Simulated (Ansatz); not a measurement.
Level of theory: Ansatz, DFT PBE, scalar-relativistic, plane waves, PAW. Cutoff 420 eV, Γ-centred meshes of about 0.25 Å⁻¹ or finer for metals and 0.3 Å⁻¹ for insulators (2π included), Gaussian smearing. No spin polarisation.

All energies are static (0 K, no zero-point motion).

Compare these two cells of AgSn2SeI3, each relaxed at this level.

A.

```
CELL_PARAMETERS angstrom
-3.07785 3.07785 6.59781
3.07785 -3.07785 6.59781
3.07785 3.07785 -6.59781
ATOMIC_POSITIONS crystal
Ag 0.06639 0.06639 0.00000
Sn 0.35667 0.85667 0.50000
Sn 0.85667 0.35667 0.50000
Se 0.87006 0.87006 0.00000
I 0.63254 0.13254 0.50000
I 0.13254 0.63254 0.50000
I 0.40056 0.40056 0.00000
```

B.

```
CELL_PARAMETERS angstrom
4.02369 0.00000 0.00000
0.00000 5.19211 6.12497
0.00000 -5.19211 6.12497
ATOMIC_POSITIONS crystal
Ag 0.00000 0.99969 0.99969
Sn 0.50000 0.51707 0.91895
Sn 0.50000 0.91895 0.51707
Se 0.00000 0.79065 0.79065
I 0.00000 0.22453 0.22453
I 0.00000 0.33276 0.71634
I 0.00000 0.71634 0.33276
```

Question: Which form is favoured at zero pressure, and by what margin per atom?

Answer: A is lower, by 35 meV/atom. A has space group I4mm (No. 107), 35.7 Å³/atom and a gap of 0.43 eV on its mesh; B has space group Amm2 (No. 38), 36.6 Å³/atom and a gap of 0.87 eV. Counting I or Se atoms around Ag and Sn (for each partner element, those within 1.25 times its shortest distance or 1.15 times the sum of covalent radii, where it is the nearest in units of that sum or under 1.3; a plus sign parts groups by distance over the sum of covalent radii), A has Ag 1+4, Sn 6 and B has Ag 2+2, Sn 4+2. In A, around Ag lie 1 Se at 2.59 Å and 4 I at 3.20 Å; Sn is surrounded by 3 I at 2.96–3.13 Å, 2 Se at 3.08 Å and 1 I at 3.64 Å; around Se lie 1 Ag at 2.59 Å and 4 Sn at 3.08 Å; I on a site of symmetry 2mm is surrounded by 1 Sn at 2.96 Å, 2 Ag at 3.20 Å and 1 Sn at 3.64 Å; 1 more site not described. In B, Ag has 1 Se at 2.56 Å, 1 I at 2.75 Å and 2 I at 3.22 Å; Sn has 2 Se at 3.03 Å, 2 I at 3.11 Å and 2 I at 3.70 Å; Se is surrounded by 1 Ag at 2.56 Å and 4 Sn at 3.03 Å; I on a site of symmetry mm2 has 1 Ag at 2.75 Å; 1 more site not described. Both come from trial cells of a structure search, whose lowest cell (P1, 38.7 Å³/atom) lies 49 meV/atom below the lower of the two.

Spin–orbit coupling, which can matter for I, is left out. Kohn–Sham gaps at this level usually fall short of measured ones. The missing spin–orbit coupling can work the other way here. With atoms moved at random, B (by 84 meV/atom) fell into a lower structure. A had no clear such test and can be a saddle point. Some types were kept out of the candidates beforehand, so the set may lack a known form.
